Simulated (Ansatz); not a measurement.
CdF₂:
```
CdF2
1.0
    0.00000     2.70882     2.70882
    2.70882     0.00000     2.70882
    2.70882     2.70882     0.00000
Cd F
1 2
Cartesian
  0.00000   0.00000   0.00000
  1.35441   1.35441   1.35441
  4.06323   4.06323   4.06323
```

Relaxed with HSE06. Special points in fractions of this cell's reciprocal vectors: Γ (0.000, 0.000, 0.000); X (0.500, 0.000, 0.500); U (0.625, 0.250, 0.625); K (0.375, 0.375, 0.750); L (0.500, 0.500, 0.500); W (0.500, 0.250, 0.750).

Question: List the band energies nearest the valence-band maximum at these points for the program Ansatz at the HSE06 level (PAW).

Answer: In eV from the valence-band maximum; about four levels below and three above (degenerate sets whole), none deeper than 8.9 eV; … stands for higher levels left out; points with the same levels are listed once.

| k | below | above |
|---|---|---|
| Γ | -0.97 -0.97 -0.97 -0.61 -0.61 -0.61 | 5.14 … |
| X | -3.01 -3.01 -0.51 -0.09 -0.09 | 10.31 11.81 … |
| U | -2.42 -0.95 -0.35 -0.22 | 10.26 12.93 … |
| L | -1.87 -1.87 -0.46 -0.46 | 9.39 11.18 … |
| W | -1.56 -1.56 -0.60 0.00 | 10.39 13.50 … |

Space group Fm-3m (fluorite). The cell was relaxed with HSE06 under the symmetry of its start. The hybrid was solved on a coarse mesh, the path and, where they were found, the r²SCAN edge points; its band edges are the extreme levels among these. Scalar-relativistic: spin–orbit coupling is off unless named, which matters more the heavier the elements.

Potentials: the later of the program's two PAW sets.
